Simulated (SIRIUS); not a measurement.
Set-up for a self-consistent single point of GaCuSe2 (Cc, 8 atoms in the cell; from Materials Project mp-4840, changed as shown).

```xyz
8
Lattice="-2.8014 2.8014 5.5552 2.8014 -2.8014 5.5552 2.7734 2.7734 -5.4996" Properties=species:S:1:pos:R:3 pbc="T T T"
Ga     2.7874    -0.0140     2.8054
Ga     0.0000     0.0000     5.5552
Cu    -0.0140     2.7874     2.8054
Cu     0.0000     0.0000     0.0000
Se     1.3868     1.3656    -1.3612
Se     1.3516     4.1741     1.4441
Se     1.3866     1.4078     4.1944
Se     1.4218    -1.4008     6.9442
```

Level of theory: LDA (PW92), PseudoDojo 0.4 standard norm-conserving LDA (tails mended) pseudopotentials (plane waves; SIRIUS).

SIRIUS settings:

| setting | value |
|---|---|
| parameters.ngridk | 3 3 3 |
| parameters.xc_functionals | [XC_LDA_X, XC_LDA_C_PW] |
| parameters.gk_cutoff | 9.592 1/bohr |
| parameters.pw_cutoff | 19.184 1/bohr |
| parameters.smearing | gaussian |
| parameters.smearing_width | 0.00367493 Ha |
| potentials | PseudoDojo 0.4 standard norm-conserving LDA (tails mended) pseudopotentials |
| parameters.electronic_structure_method | pseudopotential |
| parameters.num_bands | 77 |
| parameters.num_mag_dims | 0 |
| parameters.num_dft_iter | 100 |
| parameters.energy_tol | 1e-07 Ha |
| parameters.density_tol | 1e-06 |
| mixer.type | broyden2 |
| mixer.beta | 0.7 |
| mixer.use_hartree | false |

Results:

- Number of valence electrons = 128
- Number of bands = 77
- Number of k-points after the program's reduction = 10
- Number of plane waves (most at a k-point) = 17378
- Number of SCF iterations = 19
- FFT grid = 81 × 81 × 80
- Free energy E − TS = -27660.5698 eV
- Pressure = -2.55 GPa
- Largest force (vector length) = 0.337 eV/Å

Forces (eV/Å):
```csv
atom,Fx,Fy,Fz
Ga1,-0.073,-0.093,0.078
Ga2,-0.093,-0.073,0.078
Cu3,-0.038,-0.040,0.032
Cu4,-0.040,-0.038,0.032
Se5,0.038,-0.193,-0.040
Se6,-0.193,0.038,-0.040
Se7,0.079,0.321,-0.070
Se8,0.321,0.079,-0.070
```

Stress (GPa, positive for compression):
```
-2.45   0.62  -0.62
 0.62  -2.45  -0.62
-0.62  -0.62  -2.74
```

For comparison: a first run was changed to give this one (lattice vector c scaled by 0.99), and from it to this one the free energy goes down by 2.6 meV/atom, the pressure goes from -3.19 to -2.55 GPa and the largest force goes from 0.241 to 0.337 eV/Å.

The structure comes from a collection of computed structures, made at another level of theory; the collection holds predicted forms beside known ones. No clean gap shows at this smearing width and mesh (spacing up to 0.53 Å⁻¹); the mesh is coarse for partly filled bands, so the values carry mesh errors. Semi-local functionals can close small gaps.

Cost on one core: very roughly 7 core-minutes.

“Tails mended”: in these copies of the files the far tail of each local potential was reset to the Coulomb form.
